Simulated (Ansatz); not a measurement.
The elements of this relaxed trial crystal are hidden behind letters.

```
lattice vectors (Å)
   0.0000    3.7269    3.7269
   3.7269    0.0000    3.7269
   3.7269    3.7269    0.0000
fractional positions
X 0.6250 0.6250 0.6250
X 0.1250 0.6250 0.6250
X 0.6250 0.1250 0.6250
X 0.6250 0.6250 0.1250
Z 0.0000 0.0000 0.0000
Z 0.2500 0.2500 0.2500
```

Computed with DFT PBE, scalar-relativistic, plane waves, PAW in Ansatz. Cutoff 420 eV, Γ-centred 10×10×10 mesh (6-atom cell), Gaussian smearing of 0.10 eV, collinear spin.

| Property | Result |
| --- | --- |
| Space group | Fd-3m (No. 227) |
| Conventional cell | a = 7.454 Å |
| Volume per atom | 17.25 Å³ |
| Density | 3.94 g/cm³ |
| Energy over the elements | +0.12 eV/atom |
| Gap on the 10×10×10 mesh of the 6-atom cell | 0 eV (a metal) |
| Net moment per atom | 0.18 μB |

Energies are uncorrected and count from the elements' standard states at the same level.

Question: X is a d-block element of period 4 and Z is a p-block element of period 3. Which elements are they?

Answer: X = Ti, Z = Al, so the formula is Ti2Al, here in the cubic Laves (C15) type. Density times volume gives a mean mass of 3.94 × 17.25/1.6605 = 40.9 u per atom, and this set has 40.9 u. Among the elements that the hints allow, noble gases aside, only these give it. Around Ti lie 6 Ti at 2.64 Å and 6 Al at 3.09 Å; Al is surrounded by 12 Ti at 3.09 Å and 4 Al at 3.23 Å.

The magnetic state reached may not be the lowest. A structure relaxed within its symmetry needn't be a true minimum. Another cell of Ti2Al relaxed alike but without spin, in P6/mmm, lies 296 meV/atom lower, so this cell isn't the stable form at this level.
